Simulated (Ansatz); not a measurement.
# Phonon spectrum of Ta₃TiSi₈

These are results of Ansatz, DFT PBE, scalar-relativistic, plane waves, PAW, not measurements. Settings: 420 eV plane-wave cutoff, Γ-centred 6×6×8 mesh, Fermi-Dirac smearing of 0.15 eV. No spin polarisation. Phonons by linear response, acoustic sum rule imposed.

The cell, relaxed at this level:
```
Ti Ta Si
1.0
     4.19605   -4.33768    0.00000
     4.19605    4.33768    0.00000
     0.00000    0.00000    4.80568
Ti Ta Si
1 3 8
Cartesian
  0.0000 0.0000 2.4028
  4.1960 0.0000 0.0000
  2.0980 2.1688 3.6148
  2.0980 -2.1688 1.1909
  2.8940 0.0000 2.4028
  7.1256 0.0000 0.0000
  5.4981 0.0000 2.4028
  1.2665 0.0000 0.0000
  4.9818 -2.1859 1.2217
  4.9818 2.1859 3.5840
  3.4103 2.1859 1.2217
  3.4103 -2.1859 3.5840
```

It was reached by relaxing an invented guess, and it needn't be the stable form of this composition. In a metal, frequencies and elastic constants depend on the k mesh and the smearing, soft modes and shear constants most. Some empty bands missed the eigensolver's threshold. Spin–orbit coupling is left out, which matters for heavy elements. The q mesh is coarse, so values between its points are rough.

Force constants from linear response on a 1×1×2 q mesh.

(1) Is the structure dynamically stable on this mesh?

(2) Give the frequencies (cm⁻¹; i marks imaginary ones) at the irreducible q points, in fractions of the reciprocal vectors.

Results:

(1) Yes, on this mesh: no mode is imaginary.

(2)
| q | star | frequencies |
| --- | --- | --- |
| 0.000 0.000 0.000 | 1 | 0 0 0 131 132 140 150 150 158 182 190 199 215 225 227 230 254 263 268 273 276 280 287 307 329 332 340 346 352 359 367 378 378 380 399 406 |
| 0.000 0.000 -0.500 | 1 | 111 112 123 125 136 142 159 163 166 188 191 207 212 231 236 242 246 250 256 261 263 286 289 298 313 325 337 345 352 361 366 381 385 389 405 411 |
